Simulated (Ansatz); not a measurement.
ZrSi:
```xyz
4
Lattice="1.8528 -4.9094 0.0000 1.8528 4.9094 0.0000 0.0000 0.0000 3.7178" Properties=species:S:1:pos:R:3 pbc="T T T"
Si     1.8528    -0.7720     2.7884
Si     1.8528     0.7720     0.9295
Zr     1.8528    -3.4823     2.7884
Zr     1.8528     3.4823     0.9295
```

Relaxed with LDA. Special points in fractions of this cell's reciprocal vectors: Γ (0.000, 0.000, 0.000); Y (-0.500, 0.500, 0.000); C0 (-0.286, 0.714, 0.000); Σ0 (0.286, 0.286, 0.000); Z (0.000, 0.000, 0.500); A0 (0.286, 0.286, 0.500); E0 (-0.286, 0.714, 0.500); T (-0.500, 0.500, 0.500); S (0.000, 0.500, 0.000); R (0.000, 0.500, 0.500).

List the band energies nearest the Fermi level at these points for DFT-LDA in the program Ansatz with PAW potentials.

In eV from the Fermi level; about four levels below and three above (degenerate sets whole), none deeper than 8.9 eV; points with the same levels are listed once.

```csv
k,below,above
Γ,-2.72 -2.59 -2.43 -0.83,0.50 0.50 1.14
Y,-2.91 -2.42 -2.12 -1.88,0.43 1.12 1.29
C0,-3.34 -2.48 -1.13 -0.50,0.17 0.79 1.57
Z,-2.66 -2.66 -2.02 -2.02,2.77 2.77 2.95 2.95
A0,-2.85 -2.85 -1.32 -1.32,1.82 1.82 3.37 3.37
T,-1.97 -1.97 -1.32 -1.32,0.60 0.60 1.48 1.48
S,-3.61 -2.62 -1.40 -0.49,0.53 0.99 2.37
R,-3.16 -3.16 -1.34 -1.34,2.56 2.56 3.45 3.45
```

Space group Cmcm. A made-up cell: these elements were put on the sites of a structure type; the Crystallography Open Database files this formula in space group No. 63, but the cells were not matched. Whether it is the stable phase at ambient conditions was not checked. The cell was relaxed with LDA under the symmetry of its start; of distortions, only those at the zone centre were tested. The run is not spin-polarised. The volume moved by -25 % from the start of the relaxation. Spin–orbit coupling is left out wherever it is not named.

Potentials: the later of the program's two PAW sets.
